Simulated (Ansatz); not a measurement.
NiSb:
```
NiSb
1.0
    3.91427     0.00000     0.00000
   -1.95713     3.38986     0.00000
    0.00000     0.00000     5.07411
Ni Sb
2 2
Direct
  0.00000   0.00000   0.00000
  0.00000   0.00000   0.50000
  0.33333   0.66667   0.25000
  0.66667   0.33333   0.75000
```

Relaxed with PBEsol. Special points in fractions of this cell's reciprocal vectors: Γ (0.000, 0.000, 0.000); M (0.500, 0.000, 0.000); K (0.333, 0.333, 0.000); A (0.000, 0.000, 0.500); L (0.500, 0.000, 0.500); H (0.333, 0.333, 0.500).

Task: List the band energies nearest the Fermi level at these points for DFT-PBEsol in the program Ansatz with PAW potentials.

Result: In eV from the Fermi level; about four levels below and three above (degenerate sets whole), none deeper than 8.9 eV; points with the same levels are listed once.

```tsv
k	below	above
Γ	-2.20 -2.20 -1.38 -1.38 -0.02	0.51 0.51 2.48 2.48
M	-1.67 -1.44 -1.36 -0.37	1.16 3.39 4.04
K	-1.40 -1.40 -0.67 -0.67	0.65 0.65 2.90
A	-2.18 -2.18 -2.18 -2.18	0.27 0.27 2.06 2.06 2.06 2.06
L	-2.00 -2.00 -1.88 -1.88	0.15 0.15 1.69 1.69
H	-1.48 -1.48 -1.34 -1.34	4.34 4.34 7.46 7.46
```

Space group P6_3/mmc (NiAs type). The cell was relaxed with PBEsol under the symmetry of its start; of distortions, only those at the zone centre were tested. The workflow began spin-polarised and lost its moments. Spin–orbit coupling is left out wherever it is not named.

Potentials: the later of the program's two PAW sets.
